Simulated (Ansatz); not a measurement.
Relaxed-ion elastic tensor of Y₃Al₅O₁₂ in space group Ia-3d (No. 230; Y on 24c, Al on 16a, Al on 24d, O on 96h) in GPa (Voigt order), the program Ansatz at the r²SCAN level (PAW); density 4.55 g/cm³, 10.82 Å³ per atom.

```csv
,1,2,3,4,5,6
1,336,113,113,0.0,0.0,0.0
2,113,336,113,0.0,0.0,0.0
3,113,113,336,0.0,0.0,0.0
4,0.0,0.0,0.0,115,0.0,0.0
5,0.0,0.0,0.0,0.0,115,0.0
6,0.0,0.0,0.0,0.0,0.0,115
```

Q: Is the crystal mechanically stable?

A: Yes: the smallest eigenvalue of C is 115 GPa.

Q: Work out the Voigt, Reuss and Hill averages.

A: K_V = 187, K_R = 187, K_H = 187; G_V = 113, G_R = 113, G_H = 113 GPa.

Q: Give Young's modulus, Poisson's ratio, Pugh's ratio and the universal anisotropy index.

A: E = 9KG/(3K + G) = 283 GPa; ν = 0.25; K/G = 1.65 (brittle by the Pugh limit of 1.75); A_U = 5G_V/G_R + K_V/K_R − 6 = 0.00.

Q: Estimate the sound speeds and the Debye temperature.

A: v_l = √((K + 4G/3)/ρ) = 8620 m/s, v_t = √(G/ρ) = 4990 m/s, mean 5540 m/s; Θ = (h/k)(3n/4πV)^(1/3) v_m = 745 K.

Q: Give the Zener ratio and Young's modulus along [100], [110] and [111].

A: A = 2C44/(C11 − C12) = 1.03; 1/E = S11 − 2(S11 − S12 − S44/2)Γ with Γ = 0, 1/4, 1/3 gives 279, 284, 285 GPa.

Q: Solve the Christoffel equation for the three sound speeds along [100], [110], [111].

A: Eigenvalues of C_ijkl n_j n_l equal ρv². In km/s, slowest first: [100] 5.02, 5.02, 8.59; [110] 4.95, 5.02, 8.63; [111] 4.97, 4.97, 8.64.

The workflow started from an entry of the Crystallography Open Database (COD, 293 K). Whether it is the stable phase at ambient conditions was not checked. The cell was relaxed with r²SCAN under the symmetry of its start; its stability against distortions is not shown here. No spin polarisation was allowed.

Potentials: the earlier of the program's two PAW sets.
